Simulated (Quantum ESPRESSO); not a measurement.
**Band energies of BeO**

```xyz
4
Lattice="2.6615 0.0000 0.0000 -1.3307 2.3049 0.0000 0.0000 0.0000 4.3241" Properties=species:S:1:pos:R:3 pbc="T T T"
Be     0.0000     1.5366     0.0000
Be     1.3307     0.7683     2.1621
O      0.0000     1.5366     1.6323
O      1.3307     0.7683     3.7944
```

norm-conserving LDA (Quantum ESPRESSO, 88 Ry, scalar-relativistic); path ΓMKΓALHA,LM,KH; energies in eV from the valence-band maximum.

```csv
k (1/Å),point,band 6,band 7,band 8,band 9,band 10,band 11,band 12,band 13
0.00,Γ,-1.06,-1.06,-0.03,-0.03,0.00,8.04,11.95,14.33
0.52,,-2.68,-1.72,-1.62,-0.36,-0.32,9.07,12.77,13.34
1.05,,-4.11,-3.76,-2.62,-1.48,-0.86,9.79,10.75,13.38
1.36,M,-4.25,-3.52,-2.80,-2.09,-0.98,9.75,10.24,13.78
1.59,,-4.18,-3.62,-2.87,-2.14,-1.26,9.69,10.72,13.58
2.15,K,-3.83,-3.83,-3.07,-2.48,-2.48,8.93,12.93,14.67
2.67,,-4.83,-3.59,-2.53,-1.76,-1.39,10.25,11.20,14.06
3.20,,-2.41,-2.32,-1.18,-0.47,-0.35,9.13,12.73,13.59
3.72,Γ,-1.06,-1.06,-0.03,-0.03,0.00,8.04,11.95,14.33
4.24,,-2.10,-0.78,-0.78,-0.33,-0.33,9.36,10.96,14.69
4.45,A,-3.50,-0.56,-0.56,-0.56,-0.56,10.19,10.19,14.78
4.76,,-3.52,-1.07,-1.07,-0.76,-0.76,10.29,10.29,14.13
5.29,,-4.60,-1.98,-1.98,-1.56,-1.56,9.69,9.69,14.40
5.81,L,-5.76,-1.97,-1.97,-1.81,-1.81,9.04,9.04,14.69
6.38,,-5.17,-3.87,-3.87,-1.38,-1.38,10.85,10.85,13.06
6.60,H,-4.71,-4.55,-4.55,-1.35,-1.35,11.63,11.63,12.23
6.88,,-5.06,-3.80,-3.80,-1.40,-1.40,10.87,10.87,13.09
7.34,,-4.37,-2.38,-2.38,-1.52,-1.52,10.27,10.27,13.88
7.80,,-3.54,-1.22,-1.22,-0.85,-0.85,10.32,10.32,14.03
8.17,A,-3.50,-0.56,-0.56,-0.56,-0.56,10.19,10.19,14.78
8.17,L,-5.76,-1.97,-1.97,-1.81,-1.81,9.04,9.04,14.69
8.69,,-4.53,-3.28,-2.72,-1.88,-1.08,9.43,10.13,14.28
8.90,M,-4.25,-3.52,-2.80,-2.09,-0.98,9.75,10.24,13.78
8.90,K,-3.83,-3.83,-3.07,-2.48,-2.48,8.93,12.93,14.67
9.11,,-4.03,-4.03,-3.27,-2.21,-2.21,9.26,12.85,14.01
9.63,H,-4.71,-4.55,-4.55,-1.35,-1.35,11.63,11.63,12.23
```

The LDA gap is direct, 8.04 eV at Γ.

Geometry relaxed with LDA.
